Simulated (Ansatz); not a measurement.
Space group P6_3mc (No. 186). a = 3.079 Å, b = 3.079 Å, c = 20.138 Å, α = 90.00°, β = 90.00°, γ = 120.00°
```json
{"atom": "Si", "site": "2b", "symmetry": "3m.", "x": "0.3333", "y": "0.6667", "z": "0.2501"}
{"atom": "Si", "site": "2b", "symmetry": "3m.", "x": "0.3333", "y": "0.6667", "z": "0.6250"}
{"atom": "Si", "site": "2a", "symmetry": "3m.", "x": "0.0000", "y": "0.0000", "z": "0.0001"}
{"atom": "Si", "site": "2b", "symmetry": "3m.", "x": "0.3333", "y": "0.6667", "z": "0.8752"}
{"atom": "C", "site": "2b", "symmetry": "3m.", "x": "0.3333", "y": "0.6667", "z": "0.9689"}
{"atom": "C", "site": "2a", "symmetry": "3m.", "x": "0.0000", "y": "0.0000", "z": "0.0939"}
{"atom": "C", "site": "2b", "symmetry": "3m.", "x": "0.3333", "y": "0.6667", "z": "0.3441"}
{"atom": "C", "site": "2b", "symmetry": "3m.", "x": "0.3333", "y": "0.6667", "z": "0.7187"}
```

Equation of state of this SiC structure (not necessarily the ground state), with shape and atoms relaxed at each volume where symmetry leaves them free. Method: DFT r2SCAN, scalar-relativistic, plane waves, PAW in Ansatz.

Cutoff 500 eV; k points 12×12×2 on the computed 16-atom cell (Γ-centred); Gaussian smearing, width 0.02 eV; no spin polarisation.

```
V (Å³/atom) E − E(largest V) (meV/atom) P (GPa) gap on mesh (eV)
      9.093                        67.02    37.14              2.10
      9.403                         6.50    25.72              2.11
      9.713                       -33.49    15.86              2.12
     10.023                       -55.75     7.35              2.13
     10.332                       -62.70     0.00              2.13
     10.642                       -56.41    -6.34              2.14
     10.952                       -38.70   -11.83              2.14
     11.366                         0.00   -17.98              2.14
```

Question: Fit a third-order Birch–Murnaghan equation to E(V).

Answer: V0 = 10.33 Å³/atom, B0 = 227 GPa, B0' = 3.9.

The gaps are read on the mesh, which can miss the band edges, so they can be too wide.

Cost: 8 runs of about 18 core-minutes in all, on Oxide Virtual Turin-like Processor (Zen 5) (shared hosts).